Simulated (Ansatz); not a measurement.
Gd (hcp, Mg type)

```xyz
2
Lattice="3.6483 0.0000 0.0000 -1.8241 3.1595 0.0000 0.0000 0.0000 5.8356" Properties=species:S:1:pos:R:3 pbc="T T T"
Gd     0.0000     2.1063     4.3767
Gd     1.8241     1.0532     1.4589
```

The slice is a (0001) plane (indices of the conventional cell) through the point (0.667, 0.333, 0.250) (fractional), spanned by u = [110] and v = [1 -1 0] in vectors of this cell: u (3.65 Å) and v (6.32 Å, at 90° to u). It covers one period; positions are fractions (u, v).

Computed with PBE (plane waves to 420 eV, PAW, scalar-relativistic; Ansatz, an electronic-structure program). k mesh 15×15×8. Inside the PAW spheres the values are not all-electron values, and peaks at nuclei hang on which shells count as valence. Gd was relaxed with its symmetry unable to fall. Relaxed Gd ends ferromagnetic. Other magnetic orders were not checked, so this need not be the ground state. The f-shell state is unchecked: a lower one may exist.

Three fields on this plane, each scaled to ten steps between its own extremes (0 low, 9 high; the total valence density on a logarithmic scale, the potential cut 8 eV below its top; x marks points blanked near nuclei; v = 0 in the bottom row):

Map A
```
|xxxxx3001003xxxx|
|xxxx710010017xxx|
|xxxx300121003xxx|
|xx7300023200037x|
|4320001232100023|
|1100011222110001|
|2222110000011222|
|7753100000001357|
|9852001343100258|
|9831137xxx731138|
|75213xxxxxxx3125|
|53127xxxxxxx7213|
|3103xxxxxxxxx301|
|1003xxxxxxxxx300|
|1003xxxxxxxxx300|
|10017xxxxxxx7100|
|21003xxxxxxx3001|
|3200037xxx730002|
|3210002343200012|
|2211000111000112|
|0001122222221100|
|0000135777531000|
|4310025898520013|
|xx7311389831137x|
|xxxx312575213xxx|
|xxxx721353127xxx|
|xxxxx3013103xxxx|
|xxxxx3001003xxxx|
```

Map B
```
|xxxxx0377730xxxx|
|xxxx005787500xxx|
|xxxx026888620xxx|
|xx0015799975100x|
|0002578999875200|
|3446778888877644|
|7777777777777777|
|9988764333467889|
|9987520000025789|
|9985100xxx001589|
|98630xxxxxxx0368|
|87500xxxxxxx0057|
|8740xxxxxxxxx047|
|7630xxxxxxxxx036|
|7730xxxxxxxxx037|
|87500xxxxxxx0057|
|88620xxxxxxx0268|
|9975100xxx001579|
|9987520000025789|
|8887764434467788|
|7777777777777777|
|3346788999887643|
|0002578999875200|
|xx0015899985100x|
|xxxx036898630xxx|
|xxxx005787500xxx|
|xxxxx0478740xxxx|
|xxxxx0367630xxxx|
```

Map C
```
|xxxxx6210126xxxx|
|xxxx952000259xxx|
|xxxx731000137xxx|
|xx9741000001479x|
|7753200000002357|
|3321100000001123|
|2111000000000111|
|1111112232211111|
|1111235676532111|
|1112479xxx974211|
|11247xxxxxxx7421|
|11259xxxxxxx9521|
|1136xxxxxxxxx631|
|0137xxxxxxxxx731|
|0126xxxxxxxxx621|
|00259xxxxxxx9520|
|00137xxxxxxx7310|
|0001479xxx974100|
|0000235777532000|
|0000112333211000|
|0000011121110000|
|3221111111111122|
|7653211111112356|
|xx9742111112479x|
|xxxx742111247xxx|
|xxxx952111259xxx|
|xxxxx6311136xxxx|
|xxxxx7310137xxxx|
```

Problem. Assign the maps to these fields: electron localisation function (ELF); valence electron density; electrostatic potential energy of an electron, from the cell's mean.

Solution. A is the electron localisation function (ELF); B is the electrostatic potential energy of an electron, from the cell's mean; C is the valence electron density.
